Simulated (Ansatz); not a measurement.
TaGe₂ in space group P6_222 (No. 180; Ge on 6j, Ta on 3d), plane-wave PAW PBEsol (Ansatz code), all energies at zero smearing, with the estimated change up to a 700 eV cutoff added, with one set of potentials and settings (totals compare only within such a set). Cell of 9 atoms (6 Ge, 3 Ta): -54943.383 eV.

```json
[
 {"element": "Ge", "reference phase": "Fd-3m, 2 atoms in the cell", "E (eV/atom)": "-4253.4978"},
 {"element": "Ta", "reference phase": "Im-3m, 1 atoms in the cell", "E (eV/atom)": "-9806.5011"}
]
```

Formation energy per atom, worked out: (-54943.383 − 6×(-4253.4978) − 3×(-9806.5011))/9 = -0.321 eV/atom (-31 kJ per mol of atoms), at 0 K, without zero-point energy or fitted corrections.

The workflow started from an entry of the Crystallography Open Database (COD). Its standing as an ambient phase is unchecked. The cell was relaxed with PBEsol under the symmetry of its start; its stability against distortions is not shown here. No spin polarisation was allowed. The references are the lowest solids computed at this level, not always the standard phases. Scalar-relativistic: spin–orbit coupling is off unless named, which matters more the heavier the elements.

Potentials: the later of the program's two PAW sets.
